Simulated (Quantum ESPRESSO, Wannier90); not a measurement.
**Zn$_{2}$SeS (P-4m2): Wannier90 run**

```xyz
4
Lattice="3.9093 0.0000 0.0000 0.0000 3.9093 0.0000 0.0000 0.0000 5.5221" Properties=species:S:1:pos:R:3 pbc="T T T"
Zn     1.9546     0.0000    -1.3084
Zn     0.0000     1.9546     1.3084
Se     0.0000     0.0000     2.7611
S      1.9546     1.9546     0.0000
```

Cell from Materials Project (mp-1215430), symmetrised, no further relaxation. Not found in the COD (Crystallography Open Database) copy used; not checked further. Method: PBEsol plane waves in Quantum ESPRESSO 7.5 (PseudoDojo norm-conserving files, 69 Ry, spinors with spin-orbit coupling), Bloch states on a 4×4×4 mesh through Γ, Wannier90 4.0.1. Density: 8×8×6 mesh, cold smearing 0.01 Ry.

A tight-binding model is made by disentanglement and projection with no localisation steps (num_iter = 0), so the 52 orbitals stay atom-like: hydrogen-like Zn: s;p;d; Se: s;p; S: s;p, axes along x, y, z; frozen window up to 2.90 eV relative to the valence-band maximum. It follows pw.x to 5.6 meV rms for states up to 2.4 eV relative to the valence-band maximum. Matrix elements depend on this choice of orbitals and windows.

The 20 largest hoppings ⟨m,0|H|n,R⟩ between different sites (one of each Hermitian pair; signs follow the real orbitals' lobes; the list may end inside a set of equal values):

```json
[
 {"m": "S4 s↑", "n": "Zn1 py↑", "R": "0 0 0", "distance of the centres (Å)": "2.47", "t (eV)": "-1.999", "Im t (eV)": "0.000"},
 {"m": "S4 s↑", "n": "Zn2 px↑", "R": "0 0 0", "distance of the centres (Å)": "2.47", "t (eV)": "-1.999", "Im t (eV)": "0.000"},
 {"m": "S4 s↓", "n": "Zn1 py↓", "R": "0 0 0", "distance of the centres (Å)": "2.47", "t (eV)": "-1.999", "Im t (eV)": "0.000"},
 {"m": "S4 s↓", "n": "Zn2 px↓", "R": "0 0 0", "distance of the centres (Å)": "2.47", "t (eV)": "-1.999", "Im t (eV)": "0.000"},
 {"m": "S4 s↑", "n": "Zn1 py↑", "R": "0 1 0", "distance of the centres (Å)": "2.47", "t (eV)": "1.999", "Im t (eV)": "0.000"},
 {"m": "S4 s↓", "n": "Zn1 py↓", "R": "0 1 0", "distance of the centres (Å)": "2.47", "t (eV)": "1.999", "Im t (eV)": "0.000"},
 {"m": "S4 s↑", "n": "Zn2 px↑", "R": "1 0 0", "distance of the centres (Å)": "2.47", "t (eV)": "1.999", "Im t (eV)": "0.000"},
 {"m": "S4 s↓", "n": "Zn2 px↓", "R": "1 0 0", "distance of the centres (Å)": "2.47", "t (eV)": "1.999", "Im t (eV)": "0.000"},
 {"m": "Se3 pz↑", "n": "Zn2 py↑", "R": "0 0 0", "distance of the centres (Å)": "2.51", "t (eV)": "-1.989", "Im t (eV)": "0.000"},
 {"m": "Se3 pz↓", "n": "Zn2 py↓", "R": "0 0 0", "distance of the centres (Å)": "2.51", "t (eV)": "-1.989", "Im t (eV)": "0.000"},
 {"m": "Se3 pz↑", "n": "Zn1 px↑", "R": "0 0 1", "distance of the centres (Å)": "2.51", "t (eV)": "1.989", "Im t (eV)": "0.000"},
 {"m": "Se3 pz↓", "n": "Zn1 px↓", "R": "0 0 1", "distance of the centres (Å)": "2.51", "t (eV)": "1.989", "Im t (eV)": "0.000"},
 {"m": "Zn2 py↑", "n": "Se3 pz↑", "R": "0 1 0", "distance of the centres (Å)": "2.51", "t (eV)": "1.989", "Im t (eV)": "0.000"},
 {"m": "Zn2 py↓", "n": "Se3 pz↓", "R": "0 1 0", "distance of the centres (Å)": "2.51", "t (eV)": "1.989", "Im t (eV)": "0.000"},
 {"m": "Zn1 px↑", "n": "Se3 pz↑", "R": "1 0 -1", "distance of the centres (Å)": "2.51", "t (eV)": "-1.989", "Im t (eV)": "0.000"},
 {"m": "Zn1 px↓", "n": "Se3 pz↓", "R": "1 0 -1", "distance of the centres (Å)": "2.51", "t (eV)": "-1.989", "Im t (eV)": "0.000"},
 {"m": "Se3 py↑", "n": "Zn2 pz↑", "R": "0 0 0", "distance of the centres (Å)": "2.53", "t (eV)": "-1.956", "Im t (eV)": "0.000"},
 {"m": "Se3 py↓", "n": "Zn2 pz↓", "R": "0 0 0", "distance of the centres (Å)": "2.53", "t (eV)": "-1.956", "Im t (eV)": "0.000"},
 {"m": "Se3 px↑", "n": "Zn1 pz↑", "R": "0 0 1", "distance of the centres (Å)": "2.53", "t (eV)": "1.956", "Im t (eV)": "0.000"},
 {"m": "Se3 px↓", "n": "Zn1 pz↓", "R": "0 0 1", "distance of the centres (Å)": "2.53", "t (eV)": "1.956", "Im t (eV)": "0.000"}
]
```
